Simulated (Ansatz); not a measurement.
Input and command of a plane-wave DFT calculation in Ansatz:

```yaml
crystal:
  lattice:
    - [0.0, 3.7835087938, 3.7835087938]
    - [3.7835087938, 0.0, 3.7835087938]
    - [3.7435509452, 3.7435509452, 0.0399578486]
  atoms:
    - { symbol: Na, position: [0.5, 0.5, 0.5] }
    - { symbol: Na, position: [0.75, 0.75, 0.75] }
    - { symbol: Tl, position: [0.0, 0.0, 0.0] }
    - { symbol: Tl, position: [0.25, 0.25, 0.25] }
basis:
  ecutwfc: 500
kpoints:
  mp_grid: { grid: [12, 12, 12] }
hamiltonian:
  xc: r2scan
scf:
  occupations: { method: gaussian, width: 0.1 }
output:
  forces: true
  stress: true
  eigenvalues: true
relax:
  adjacent_minimum: "off"
  f_tol: 0.008
  max_steps: 40
  cell: { stress_tol: 0.015, fix: [a, b, gamma] }
```

```bash
ansatz run input.yaml --threads 1 --pin off --max-ram 2560MiB --backend cpu --events-out ev --progress --plain --runs-dir out
```

Processor: Arm Neoverse V1, 1 thread, on a host shared with other jobs.

Problem. How long does it run, and how much memory does it take?

Solution. About 3.3 min on 1 thread of Arm Neoverse V1 (shared host), peak memory 0.99 GiB. It solves 27 bands at 189 k points (the mesh reduced by symmetry) with about 2721 plane waves (on the last cell), in 19 SCF iterations over 3 ionic steps.
